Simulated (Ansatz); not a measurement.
Hf2S:
```xyz
6
Lattice="3.3816 0.0000 0.0000 -1.6908 2.9285 0.0000 0.0000 0.0000 11.7393" Properties=species:S:1:pos:R:3 pbc="T T T"
Hf     1.6908     0.9762    10.5606
Hf     0.0000     1.9524     1.1786
Hf     0.0000     1.9524     4.6910
Hf     1.6908     0.9762     7.0483
S      0.0000     0.0000     8.8045
S      0.0000     0.0000     2.9348
```

Relaxed with r²SCAN. Special points in fractions of this cell's reciprocal vectors: Γ (0.000, 0.000, 0.000); M (0.500, 0.000, 0.000); K (0.333, 0.333, 0.000); A (0.000, 0.000, 0.500); L (0.500, 0.000, 0.500); H (0.333, 0.333, 0.500).

Problem. List the band energies nearest the Fermi level at these points for DFT-r²SCAN in the program Ansatz with PAW potentials.

Solution. In eV from the Fermi level; about four levels below and three above (degenerate sets whole), none deeper than 8.9 eV; points with the same levels are listed once.

| k | below | above |
|---|---|---|
| Γ | -3.28 -1.99 -0.36 -0.06 | 0.38 0.38 0.49 0.49 |
| M | -1.59 -1.57 -1.09 -0.50 | 0.82 1.03 2.46 |
| K | -1.42 -1.42 -1.22 -1.22 | 0.12 0.12 1.94 |
| A | -3.81 -3.81 -3.81 -3.81 -1.42 -1.42 | 0.33 0.33 0.33 0.33 |
| L | -1.99 -1.99 -1.36 -1.36 | 0.31 0.31 1.38 1.38 |
| H | -1.53 -1.53 -1.09 -1.09 | 0.18 0.18 2.25 2.25 |

Space group P6_3/mmc. The workflow started from a Materials Project entry (that database holds measured and hypothetical structures alike); the Crystallography Open Database copy checked does not list it. Its standing as an ambient phase is unchecked. Symmetry was held in the r²SCAN relaxation; its stability against distortions is not shown here. No spin polarisation was allowed. Scalar-relativistic: spin–orbit coupling is off unless named, which matters more the heavier the elements.

Potentials: the later of the program's two PAW sets.
